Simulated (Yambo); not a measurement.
G0W0@PBEsol for AlCl3 (space group C2/m, No. 12) in Yambo. Reference settings: 2×2×2 Γ-centred k mesh, 331 bands and a 8 Ry block in the screening, 331 bands in G with the Bruneval-Gonze terminator, plasmon pole fitted at 27.2 eV. The PBEsol gap (-0.5, -0.5, 0) → (0, -0.5, -0.5) on this mesh is 5.05 eV; G0W0 gaps are taken between the same points.

The settings were changed. The gap went from 7.78 eV to 7.72 eV, and the shift of the valence edge from -1.74 eV to -1.62 eV.

Task: Name the change that produced these shifts.
(A) pole fitted at 10 eV
(B) no random integration
(C) 116 bands in G, no terminator
(D) 2 Ry block

Result: A, pole fitted at 10 eV. The others gave (gap, valence shift): 2 Ry block: 7.61, -1.34 eV; 116 bands in G, no terminator: 7.74, -1.27 eV; no random integration: 7.68, -1.48 eV.

Geometry relaxed with PBE+D3(BJ); primitive cell a = 5.936 Å, b = 5.936 Å, c = 6.183 Å, α = 98.93°, β = 98.93°, γ = 119.97°.

A shift is the quasiparticle energy of the state minus its PBEsol energy.
